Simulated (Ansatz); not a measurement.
One element of this relaxed crystal is hidden as X:

```
cell (Å)
  3.045 0.000 0.000
  0.000 3.045 0.000
  0.000 0.000 3.045
  Ti 0.5000 0.5000 0.5000
  X 0.0000 0.0000 0.0000
```

All-electron LAPW in Ansatz 0.2.0 under LDA, scalar-relativistic and without spin polarisation, finds it within 0.02 GPa of zero pressure, with a formation energy of -0.73 eV/atom from the elements, no gap. The structure needn't be the ground state.

Q: Which element is X?

A: Rh, which makes the crystal TiRh. Other candidates weren't computed, and some may come near.
